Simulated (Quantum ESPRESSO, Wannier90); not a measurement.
GaSb (zinc blende), plane waves to Wannier functions

```
CELL_PARAMETERS angstrom
      0.00000     3.06860     3.06860
      3.06860     0.00000     3.06860
      3.06860     3.06860     0.00000
ATOMIC_POSITIONS crystal
  Ga 0.00000 0.00000 0.00000
  Sb 0.25000 0.25000 0.25000
```

Structure: Materials Project mp-1156, symmetrised, not relaxed again. COD (Crystallography Open Database) has an entry of this formula and space group (matched by these alone). Computed values, not measurements, from PBE: Quantum ESPRESSO (norm-conserving PseudoDojo potentials, cutoff 64 Ry, no spin polarisation, no spin-orbit coupling) on a Γ-centred 10×10×10 mesh, then Wannier90. Density: 10×10×10 mesh, Gaussian smearing 0.01 Ry. Spin-orbit coupling is left out although heavy elements are present.

Valence charges of the files: Ga 13, Sb 15. 25 bands were computed.

Isolated groups of bands, relative to the Fermi level (bands from 12 on overlap up to the last one computed):

```tsv
bands	from (eV)	to (eV)	filling	weight on atomic waves
1–5	-28.90	-28.87	filled	Sb 4d 100 %
6–10	-15.14	-15.04	filled	Ga 3d 100 %
11	-11.48	-9.04	filled	Sb 5s 57 %, Ga 4p 22 %, Ga 4s 15 %
```

Wanted is a model with the orbitals Ga s p, Sb s p, without the filled groups that are mainly made of other shells (semicore states, and anion s where it isn't named); all higher bands stay in for disentanglement.

Problem. Give num_wann, exclude_bands and num_bands, and the number of electrons that the model holds.

Solution. Electrons: 1×13 + 1×15 = 28, or 14.0 bands' worth; no gap over 0.05 eV opens at the Fermi level at this level of theory.
num_wann = 1×4 + 1×4 = 8.
exclude_bands = 1-10, 10 bands, so num_bands = 25 − 10 = 15.
The model holds 28 − 2×10 = 8 electrons. With the window frozen to 1.50 eV it follows pw.x to 4.0 meV rms (states up to 1.0 eV relative to the Fermi level).
